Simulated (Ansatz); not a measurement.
Y2Ge in space group P6_3/mmc (No. 194; Ge on 2c, Y on 2a, Y on 2d) at seven volumes, plane-wave PAW PBE (Ansatz code), shape and atoms relaxed at each. One row is withheld.

```tsv
V (Å³/atom)	P (GPa)
22.398	7.09
23.136	4.34
23.874	?
24.613	0.00
25.351	-1.76
26.090	-3.27
26.828	-4.55
```

Task: Fit the shown pressures and predict the withheld one.

Result: P = (3/2)B₀(x^(7/2) − x^(5/2))[1 + (3/4)(B′ − 4)(x − 1)] with x = (V₀/V)^(2/3). Least squares on the six rows gives V₀ = 24.607 Å³/atom, B₀ = 62.5 GPa, B′ = 3.96. At V = 23.874, x = 1.0204 and P = 2.01 GPa. The run itself gave 2.01 GPa.

A made-up cell: these elements were put on the sites of a structure type; neither database checked (COD, Materials Project) lists it. Whether it is the stable phase at ambient conditions was not checked. The cell was relaxed with PBE under the symmetry of its start; its stability against distortions is not shown here. No spin polarisation was allowed.

Potentials: the later of the program's two PAW sets.
